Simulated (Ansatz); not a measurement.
Here is the system:

Se:
```cif
data_Se3
_chemical_formula_sum 'Se3'
_space_group_name_H-M_alt 'P3121'
_space_group_IT_number 152
_space_group_name_Hall 'P 31 2"'
_cell_length_a 4.03724
_cell_length_b 4.03724
_cell_length_c 5.12266
_cell_angle_alpha 90.000
_cell_angle_beta 90.000
_cell_angle_gamma 120.000
loop_
_atom_site_label
_atom_site_type_symbol
_atom_site_symmetry_multiplicity
_atom_site_Wyckoff_symbol
_atom_site_fract_x
_atom_site_fract_y
_atom_site_fract_z
_atom_site_occupancy
Se1 Se 3 b 0.75121 0.75121 0.50000 1
```

This is the PBEsol-relaxed structure.

Problem. All from plane-wave PAW PBEsol (Ansatz code), unless another level is named. Estimate the band gap.

Solution. 0.39 eV (indirect).

Problem. Predict the valence-band maximum.

Solution. on the L–H line, 79 % of the way from L.

Problem. And the conduction-band minimum?

Solution. at H (2 equivalent valleys).

Space group P3_121 (trigonal Se type). The cell was relaxed with PBEsol under the symmetry of its start. A crystal of weakly bound chains computed without a dispersion correction: the cell and the soft elastic constants depend strongly on that. Scalar-relativistic: spin–orbit coupling is off unless named, which matters more the heavier the elements.

Potentials: the later of the program's two PAW sets.
